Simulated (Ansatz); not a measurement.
**Magnetic states of nickel, diamond**

Method: DFT, BLYP, plane waves (420 eV) with PAW, scalar-relativistic in Ansatz. (PAW data from PBE, frozen cores regenerated.)

Each start was relaxed and then solved on a dense mesh, with Fermi-Dirac smearing of 0.05 eV (0.1 eV in a metal without spin) extrapolated to zero. Rows within 2 meV/atom of each other tie.

Task: Where does each start end, and how do the energies compare? Starts: antiferromagnetic; ferromagnetic; non-magnetic.

Result: 
```tsv
start	ends	ΔE (meV/atom)	V (Å³/atom)
antiferromagnetic	ferromagnetic, net 0.79 μB per atom	0.0	17.47
ferromagnetic	ferromagnetic, net 0.79 μB per atom	0.0	17.47
non-magnetic	spin not included	84.6	17.43
```
